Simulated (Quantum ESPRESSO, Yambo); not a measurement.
Levels of theory for the gap of CdS

CdS (wurtzite, space group P6_3mc, No. 186): one geometry, one set of norm-conserving LDA (Quantum ESPRESSO, 102 Ry, no spin-orbit coupling) orbitals, self-energies from Yambo (3×3×2 Γ-centred k mesh, bands 9 to 195 and a 8 Ry block in the screening, 195 bands in G with the Bruneval-Gonze terminator, plasmon pole fitted at 27.2 eV).

Cell and atoms were relaxed with LDA from Materials Project entry mp-672, within its symmetry.

| level | gap Γ → Γ (eV) | rough Yambo cost |
|---|---|---|
| LDA (Quantum ESPRESSO) | 1.03 | – |
| exchange only (Hartree-Fock self-energy on LDA orbitals) | 8.57 | about 1/10 (8 states) |
| static COHSEX@LDA | 2.97 | within a factor of two (2 states) |
| G0W0@LDA, plasmon pole | 2.31 | 1 (8 states) |

Bare exchange has no screening and gives the widest gap; static COHSEX screens it but leaves out the frequency dependence, which G0W0 restores.

Costs are rough ratios of core time on shared machines.

Nearest settings tried, and what they do to the gap: 127 bands in G: +1 meV; 127 bands in W, 127 bands in G: +11 meV; 7 Ry block (209 vectors against 263): -13 meV; 3×3×1 mesh: -138 meV. So the settings aren't converged at that level. The k mesh is coarse.

Spin-orbit splittings are left out.
